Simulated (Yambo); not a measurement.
AgCl (rock salt, space group Fm-3m, No. 225), G0W0@PBEsol in Yambo with this input:

```
rim_cut
gw0
dyson
el_el_corr
HF_and_locXC
ppa
em1d
RandQpts= 1000000
RandGvec= 1 Ry
EXXRLvcs= 82 Ry
VXCRLvcs= 328 Ry
Chimod= "HARTREE"
% BndsRnXp
 9 | 200 |
%
NGsBlkXp= 10 Ry
% LongDrXp
 1.0 | 1.0 | 1.0 |
%
PPAPntXp= 27.2114 eV
% GbndRnge
 1 | 200 |
%
GTermKind= "BG"
DysSolver= "n"
ExtendOut
```

On a 4×4×4 mesh, with wavefunctions cut at 82 Ry, the gap (L → Γ) is 2.236 eV and the valence edge shifts by -1.122 eV.

Problem. What happens with this change: 4 Ry block?

Solution. The gap falls by 0.091 eV, to 2.145 eV; the shift of the valence edge becomes -0.977 eV. Neither run is shown to be the converged limit.

Spin-orbit coupling is included.

Geometry relaxed with PBEsol; primitive cell a = 3.8520 Å, b = 3.8520 Å, c = 3.8520 Å, α = 60.00°, β = 60.00°, γ = 60.00°.

A shift is the quasiparticle energy of the state minus its PBEsol energy.
